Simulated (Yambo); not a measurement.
```
RbO2H3
1.0
    2.11052    -5.43729     0.00000
    2.11052     5.43729     0.00000
    0.00000     0.00000     5.93979
H O Rb
6 4 2
Cartesian
  2.11052  -0.11299   5.81149
  2.11052   0.11299   2.84160
  3.40634   1.17337   4.16112
  0.81470  -1.17337   1.19122
  0.81470   1.17337   4.16112
  3.40634  -1.17337   1.19122
  2.11052   3.71247   1.45269
  2.11052  -3.71247   4.42259
  2.11052  -0.36321   0.81042
  2.11052   0.36321   3.78032
  2.11052   3.76608   4.36800
  2.11052  -3.76608   1.39811
```

The geometry is that of Materials Project entry mp-28264, symmetrised and not relaxed again.

Q: Where are the main features of Im ε from RPA with local fields on PBEsol bands shifted by a G0W0 scissor of 2.68 eV (Yambo; 4×4×4 mesh, 103 bands, 3 Ry local-field block, 0.2 eV broadening; field along x)?

A: Peaks at 8.0 eV (0.6), 10.5 eV (1.9), 12.4 eV (1.4), 15.0 eV (1.9), 17.2 eV (2.6), heights in brackets. Peak heights and small wiggles depend on the k mesh. Convergence of the RPA response with its 4×4×4 mesh was not tested. The scissor comes from a G0W0 run whose convergence isn't established. No excitonic effects at this level. 

The structure is a Materials Project entry; no match was found in the copy of COD used, and its stability was not checked.
